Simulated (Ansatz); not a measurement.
# Structures of Ga3P2: which is lowest?

Plane-wave DFT in Ansatz with scalar-relativistic PAW potentials, cutoff 420 eV, Γ-centred meshes chosen by cell and gap, Gaussian smearing with energies taken to zero width. Every cell was relaxed (cell and atoms) in a run of its own, within the symmetry of its start. Functional: PBE.

Relaxed structures (starts from databases or built by putting these elements on another compound's sites):
A. P-3m1, 5 atoms in the computed cell, a = 4.207 Å, c = 6.494 Å; sites (symmetry × multiplicity) Ga -3m. × 1 + 3m. × 2, P 3m. × 2; start: built
B. R-3c, 10 atoms in the computed cell, a = 6.470 Å, c = 16.896 Å; sites (symmetry × multiplicity) Ga .2 × 18, P 3. × 12; start: built

Q: Rank them by energy. Could pressure change the order?

A:
```csv
structure,group,E − E(lowest) (meV/atom),V (Å³/atom),gap on mesh (eV)
A,P-3m1,0.0,19.91,0.00
B,R-3c,16.5,20.42,0.00
```

A is lowest, 17 meV/atom under B. The lowest is also the densest of these, so pressure wouldn't bring one of the others in at first order. Other structures may lie lower than all of these, and vibrations aren't counted.